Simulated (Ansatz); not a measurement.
A geometry of ZnSiP$_{2}$ away from equilibrium: step 2 of the relaxation of a relaxed ZnSiP2 cell, doubled along one cell vector, shaken by Gaussian noise of σ = 0.08 Å a coordinate. Calculation: r2SCAN (plane waves to 500 eV, PAW, scalar-relativistic; Ansatz, a first-principles code). Γ-centred k-mesh 6×3×5 on the run's cell (coarser than for final values), Fermi–Dirac smearing 0.05 eV.

```yaml
crystal:
  lattice:
    - [4.48429, 0.02822, 0.01638]
    - [-4.43540, 7.70108, -0.01023]
    - [0.01681, 0.00364, 4.50948]
  atoms:
    - { symbol: P, position: [0.65494, 0.15903, 0.50486] }
    - { symbol: P, position: [0.60338, 0.65479, 0.47117] }
    - { symbol: P, position: [0.00633, 0.99995, 0.46044] }
    - { symbol: P, position: [0.02240, 0.50617, 0.52274] }
    - { symbol: Si, position: [0.65256, 0.17770, 0.00741] }
    - { symbol: Si, position: [0.72943, 0.66418, 0.98169] }
    - { symbol: Zn, position: [0.32353, 0.32584, 0.53568] }
    - { symbol: Zn, position: [0.34453, 0.84629, 0.49904] }
```

Q: Give the Cartesian forces on all atoms (eV/Å).

A: 
```
atom     Fx     Fy     Fz
----  -----  -----  -----
P1     0.31   0.09   0.16
P2    -0.58  -0.13   0.43
P3     0.05  -0.15  -0.43
P4    -0.38   0.13   0.19
Si5   -0.37   0.44  -0.12
Si6    1.21   0.22  -0.56
Zn7    0.05  -0.18   0.27
Zn8   -0.30  -0.44   0.08
```

Q: What is the pressure?

A: +0.4 GPa, compression positive.

No spin polarisation in the result.

The end of the path is a generated cell of ZnSiP2: the first start was made by a random draw of sites in a space group, and the end was not matched to a known phase here, so it may be hypothetical.
